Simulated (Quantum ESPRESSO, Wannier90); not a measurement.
**Wannierisation of NaI (rock salt)**

```xyz
2
Lattice="0.0000 3.2187 3.2187 3.2187 0.0000 3.2187 3.2187 3.2187 0.0000" Properties=species:S:1:pos:R:3 pbc="T T T"
Na     0.0000     0.0000     0.0000
I      3.2187     3.2187     3.2187
```

Structure: Materials Project mp-23268, symmetrised, not relaxed again. COD (Crystallography Open Database) has an entry of this formula and space group (matched by these alone). Computed values, not measurements, from PBEsol: Quantum ESPRESSO (norm-conserving PseudoDojo potentials, cutoff 71 Ry, no spin polarisation, no spin-orbit coupling) on a Γ-centred 8×8×8 mesh, then Wannier90. Density: 8×8×8 mesh, cold smearing 0.01 Ry. Spin-orbit coupling is left out although heavy elements are present.

A tight-binding model is made by disentanglement and projection with no localisation steps (num_iter = 0), so the 8 orbitals stay atom-like: hydrogen-like Na: s;p; I: s;p, axes along x, y, z; frozen window up to 5.05 eV relative to the valence-band maximum. It follows pw.x to 2.6 meV rms for states up to 4.5 eV relative to the valence-band maximum. Matrix elements depend on this choice of orbitals and windows.

Problem. Which pairs of orbitals on different sites are coupled most strongly? Give distance, modulus and how many such pairs a cell has.

Solution. 
```csv
orbital,orbital,distance of the centres (Å),modulus (eV),pairs
I py,Na py,3.22,1.85,2
I px,Na px,3.22,1.85,2
I pz,Na pz,3.22,1.85,2
I py,Na s,3.22,1.27,2
I px,Na s,3.22,1.27,2
I pz,Na s,3.22,1.27,2
I s,Na py,3.22,0.92,2
I s,Na px,3.22,0.92,2
I s,Na pz,3.22,0.92,2
I s,Na s,3.22,0.54,6
Na py,Na py,6.44,0.44,1
Na px,Na px,6.44,0.44,1
Na pz,Na pz,6.44,0.44,1
I pz,Na pz,3.22,0.44,4
I px,Na px,3.22,0.44,4
I py,Na py,3.22,0.44,4
Na px,Na s,6.44,0.31,2
Na py,Na s,6.44,0.31,2
Na pz,Na s,6.44,0.31,2
Na px,Na pz,4.55,0.30,4
Na py,Na pz,4.55,0.30,4
Na px,Na py,4.55,0.30,4
Na py,Na py,4.55,0.23,4
Na px,Na px,4.55,0.23,4
Na pz,Na pz,4.55,0.23,4
I py,I py,6.44,0.20,1
I px,I px,6.44,0.20,1
I pz,I pz,6.44,0.20,1
Na s,Na s,6.44,0.20,3
Na py,Na s,4.55,0.13,8
```
